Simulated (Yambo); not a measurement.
```xyz
2
Lattice="0.0000 3.2446 3.2446 3.2446 0.0000 3.2446 3.2446 3.2446 0.0000" Properties=species:S:1:pos:R:3 pbc="T T T"
Cd     0.0000     0.0000     0.0000
Te     4.8669     4.8669     4.8669
```

CdTe (zinc blende, space group F-43m, No. 216): mean Im ε in 1 eV windows above the direct gap of 1.59 eV, for different electron-hole kernels (Yambo, broadening 0.15 eV, norm-conserving PBE (Quantum ESPRESSO, 102 Ry, without SOC) bands; 8×8×8 mesh, 3 valence and 5 conduction bands, static screening with 44 bands and a 4 Ry block, scissor 0.84 eV, Tamm-Dancoff; field along x).

```csv
window (eV),independent quasiparticles,RPA (no attraction),BSE
1.6 to 2.6,2.4,2.3,3.7
2.6 to 3.6,5.6,5.1,8.5
3.6 to 4.6,7.3,6.3,8.7
4.6 to 5.6,11,8.6,9.4
5.6 to 6.6,8.9,7.1,6.2
6.6 to 7.6,5.9,5.6,4.2
```

This run doesn't resolve bound excitons or single peaks, so only averages are given, and they too depend on the mesh; weight that the attraction moves below the gap isn't listed. All transitions below 9.60 eV are in the band window. The scissor comes from a G0W0 run whose convergence isn't established.

Spin-orbit coupling is left out, which matters for elements this heavy: edges can move by tenths of an eV.

Bands and orbitals come from the standard potentials; the scissor and the G0W0 gaps come from a run at the same geometry on the stringent ones, which hold whole semicore shells in the valence.

Geometry relaxed with PBEsol.
